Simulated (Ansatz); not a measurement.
This run works on a generated trial structure, not on a known crystal.

Input and command of a plane-wave DFT calculation in Ansatz:

```yaml
crystal:
  lattice:
    - [7.0724508311, 0.0, 0.0]
    - [-3.5362254155, 6.1249220867, 0.0]
    - [0.0, 0.0, 9.6525889224]
  atoms:
    - { symbol: Cs, position: [0.3333333333, 0.6666666667, 0.3580818908] }
    - { symbol: Cs, position: [0.6666666667, 0.3333333333, 0.3580818908] }
    - { symbol: Cs, position: [0.3333333333, 0.6666666667, 0.8763254269] }
    - { symbol: Cs, position: [0.6666666667, 0.3333333333, 0.8763254269] }
    - { symbol: Er, position: [0.0, 0.0, 0.1009434708] }
    - { symbol: Te, position: [0.0, 0.0, 0.8049821238] }
basis:
  ecutwfc: 770
kpoints:
  mp_grid: { grid: [6, 6, 4] }
hamiltonian:
  xc: pbe
  pseudopotentials:
    kind: paw
    azcp: { Er: "pseudopotentials/pbe/nc/lanthanide_3plus/Er.nc.azcp" }
scf:
  occupations: { method: gaussian, width: 0.1 }
output:
  forces: true
  stress: true
  eigenvalues: true
relax:
  adjacent_minimum: "off"
  f_tol: 0.01
  max_steps: 80
  cell: { stress_tol: 0.05 }
```

```bash
ansatz run input.yaml --threads 1 --pin off --max-ram 2816MiB --backend cpu --events-out ev --progress --plain --runs-dir out
```

Processor: Arm Neoverse V2, 1 thread, on a host shared with other jobs.

Q: How long does it run, and how much memory does it take?

A: About 14 min, peak memory 1.3 GiB. It solves 38 bands at 21 k points (after reduction by symmetry) with about 22691 plane waves (on the last cell), in 87 SCF iterations over 9 ionic steps.

With its 4f electrons in the core of a norm-conserving potential, the lanthanide is trivalent by construction, without f bands, f moments or other valences.
